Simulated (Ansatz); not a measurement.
KF, DFT, PBE, PAW with Ansatz's default frozen-core files, scalar-relativistic (Ansatz 0.2.0), run on 4 threads of Arm Neoverse V1 on a shared host.

The geometry is COD entry 1010978, unchecked; take it as a test cell.

Command: `ansatz run input.yaml --threads 4 --pin off --max-ram 4096MiB --backend cpu --events-out ev --progress --plain --runs-dir out`

```yaml
crystal:
  lattice:
    - [0.0, 2.67185, 2.67185]
    - [2.67185, 0.0, 2.67185]
    - [2.67185, 2.67185, 0.0]
  atoms:
    - { symbol: K, position: [0.0, 0.0, 0.0] }
    - { symbol: F, position: [0.5, 0.5, 0.5] }
kpoints:
  mp_grid: { grid: [7, 7, 7] }
scf:
  occupations: { method: fermi_dirac, width: 0.02 }
hamiltonian:
  xc: pbe
  pseudopotentials: { kind: paw }
output:
  forces: true
neb:
  images: 3
  f_tol: 0.05
  max_iterations: 40
  relax_end_points: true
  final_atoms:
    - { symbol: K, position: [1.0, 0.0, 0.0] }
    - { symbol: F, position: [0.5, 0.5, 0.5] }
```

**Question.** How large is the problem that the program sets up?

**Answer.** 172 irreducible k-points, 725 plane waves at Γ, 12 bands.

**Question.** About how long does it take, and how much memory does it use?

**Answer.** 3.1 min of wall time for 574 SCF iterations, with a peak of 0.86 GiB. Times on shared machines scatter by tens of per cent.
